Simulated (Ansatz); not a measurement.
A frame of Li8CaCl10 from dynamics at 1600 K, with the forces (eV/Å) computed on a k mesh in the last three columns. Method: DFT PBE, scalar-relativistic, plane waves, PAW in Ansatz 0.2.0.

Cutoff 420 eV; k points 3×3×3 on the computed 19-atom cell (Γ-centred); Fermi–Dirac smearing, width 0.14 eV; no spin polarisation.

```xyz
19
Lattice="7.622 -0.188 -0.039 -0.188 7.323 -0.153 -0.039 -0.153 7.684" Properties=species:S:1:pos:R:3:forces:R:3 pbc="T T T"
Li    3.154    6.854    3.997   -0.500    0.520   -0.170
Li    6.550    5.780    2.185    0.540   -0.470   -0.050
Li    4.693    2.102    1.241   -0.270    0.030   -0.140
Li    0.915    4.647    0.826    0.030    0.480   -0.370
Li    2.626    1.554    6.882   -0.490    0.190    0.190
Li   -0.021    1.425    2.581    0.670    0.030    0.020
Li    5.450    5.094    6.699    0.000    0.130   -0.630
Li    2.909    3.010    3.456   -0.270    0.670    1.140
Cl    6.367    3.343    2.149   -0.130    0.130   -0.130
Cl    5.870    0.032    3.476   -0.650    0.920    0.390
Cl    7.444    4.125    5.849   -0.300   -1.040    0.480
Cl    1.477    6.544    2.367   -0.400   -0.400   -0.470
Cl    7.174    6.789    7.389   -0.180    0.310    0.780
Cl    3.581    4.982    4.753    0.160   -1.360   -0.730
Cl    4.185    0.024    6.793    0.070   -0.340    0.740
Cl    4.146    3.204    7.047    0.780   -0.250    0.530
Cl    1.559    1.383    4.962   -0.080    0.260   -0.420
Cl    1.879    2.781    1.554    0.320   -0.730   -0.240
Ca    6.285    1.419    6.235    0.720    0.910   -0.920
```

Static pressure 1.4 GPa (no kinetic part), a gap on the mesh of 3.65 eV.

Counting as bonded all pairs within 1.2 times the summed covalent radii, but none from a metal cation to another cation:

```
atom → neighbour mean count mean length (Å) spread (Å)
         Ca → Cl        6.00             2.89        0.24
         Cl → Ca        0.60             2.89        0.24
         Cl → Li        2.60             2.42        0.19
         Li → Cl        3.25             2.42        0.19
```

Angles between all pairs of such bonds at an atom (mean ± spread): 103 ± 28° at Ca, 110 ± 25° at Cl, 109 ± 24° at Li.

An odd mesh misses points on the zone edge, so a gap read on it can be too wide.

Cost: 1 run of about 2.2 core-minutes, on Arm Neoverse N1 (shared hosts).